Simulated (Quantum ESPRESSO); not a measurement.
## Band energies of CsHF₂

```xyz
8
Lattice="-3.0563 3.0563 3.8888 3.0563 -3.0563 3.8888 3.0563 3.0563 -3.8888" Properties=species:S:1:pos:R:3 pbc="T T T"
H      0.0000     3.0563     0.0000
H      3.0563     0.0000     0.0000
F      2.2495    -0.8068     3.8888
F      0.8068     3.8631     0.0000
F      0.8068     2.2495     3.8888
F      2.2495     0.8068     0.0000
Cs     0.0000     0.0000     5.8332
Cs     0.0000     0.0000     1.9444
```

LDA (Quantum ESPRESSO, PseudoDojo norm-conserving, 84 Ry, without SOC); path ΓXYSΓZS1NPY1Z,XP; energies in eV from the valence-band maximum.

```csv
k (1/Å),point,band 20,band 21,band 22,band 23,band 24,band 25,band 26,band 27
0.00,Γ,-0.40,-0.30,-0.11,-0.11,0.00,6.30,7.82,8.28
0.24,,-0.44,-0.24,-0.20,-0.13,-0.08,6.76,7.95,8.57
0.73,X,-0.54,-0.51,-0.47,-0.32,-0.11,7.98,8.29,8.67
1.18,Y,-0.46,-0.42,-0.42,-0.38,-0.32,7.82,8.50,8.74
1.18,S,-0.45,-0.44,-0.43,-0.36,-0.30,7.60,8.46,8.81
1.59,,-0.56,-0.38,-0.28,-0.20,-0.15,7.54,8.21,9.07
2.01,Γ,-0.40,-0.30,-0.11,-0.11,0.00,6.30,7.82,8.28
2.17,,-0.41,-0.30,-0.12,-0.12,-0.04,6.46,8.13,8.24
2.49,,-0.46,-0.37,-0.28,-0.24,-0.24,7.45,7.71,8.53
2.81,Z,-0.43,-0.43,-0.41,-0.41,-0.27,7.39,8.26,8.61
2.81,S1,-0.45,-0.44,-0.43,-0.36,-0.30,7.60,8.46,8.81
3.16,,-0.55,-0.44,-0.42,-0.25,-0.16,8.23,8.39,9.32
3.33,N,-0.56,-0.42,-0.42,-0.17,-0.17,8.36,8.36,9.66
3.50,,-0.56,-0.44,-0.44,-0.19,-0.19,8.39,8.39,9.33
3.67,,-0.52,-0.44,-0.44,-0.25,-0.25,8.43,8.43,9.05
3.84,P,-0.50,-0.37,-0.37,-0.33,-0.33,8.44,8.44,8.97
3.99,,-0.50,-0.44,-0.40,-0.37,-0.21,8.41,8.45,8.85
4.30,,-0.49,-0.45,-0.41,-0.36,-0.25,8.23,8.52,8.71
4.45,Y1,-0.46,-0.42,-0.42,-0.38,-0.32,7.82,8.50,8.74
4.72,Z,-0.43,-0.43,-0.41,-0.41,-0.27,7.39,8.26,8.61
4.72,X,-0.54,-0.51,-0.47,-0.32,-0.11,7.98,8.29,8.67
4.86,,-0.52,-0.50,-0.47,-0.32,-0.14,8.06,8.38,8.82
5.13,P,-0.50,-0.37,-0.37,-0.33,-0.33,8.44,8.44,8.97
```

The LDA gap is direct, 6.30 eV at Γ.

Geometry of the Materials Project entry, not relaxed at this level.

The structure is a Materials Project entry; no match was found in the copy of COD used, and its stability was not checked.
